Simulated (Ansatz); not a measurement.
**TiAl₆Ni₅: rattling a relaxed structure**

The structure comes from a generated guess, relaxed at this level; another structure or a mixture of phases may lie lower.

Theory: DFT PBE, scalar-relativistic, plane waves, PAW (Ansatz). Cutoff 420 eV; k points 14×14×2 on the computed 12-atom cell (Γ-centred); Gaussian smearing, width 0.10 eV; no spin polarisation.

The cell below (12 atoms, space group P4/mmm (No. 123)) is relaxed within its symmetry.

```xyz
12
Lattice="2.8911 0.0000 0.0000 0.0000 2.8911 0.0000 0.0000 0.0000 18.3609" Properties=species:S:1:pos:R:3 pbc="T T T"
Ti    0.0000    0.0000    9.1805
Al    1.4455    1.4455   14.0282
Al    1.4455    1.4455   16.9161
Al    1.4455    1.4455    1.4448
Al    1.4455    1.4455    4.3328
Al    1.4455    1.4455    7.2230
Al    1.4455    1.4455   11.1379
Ni    0.0000    0.0000   12.5879
Ni    0.0000    0.0000   15.4713
Ni    0.0000    0.0000    0.0000
Ni    0.0000    0.0000    2.8896
Ni    0.0000    0.0000    5.7730
```

For the test it was strained at random (σ = 1.5 % a component), the atoms were moved at random (σ = 0.10 Å), and all was relaxed again on a coarse 8×8×2 mesh (in the run’s order of axes) with 0.20 eV smearing, with no symmetry imposed.

Trial moments died out on the coarse mesh, so the last step has no spin; another magnetic start might hold.

Q: Is the structure stable against such a distortion?

A: It returns, within 1 meV/atom of the unmoved cell on that mesh and with the same symmetry when read at 0.1 Å. So it is stable against the distortions that fit this cell and that this random move excites. Modes that don't fit the cell aren't tested.
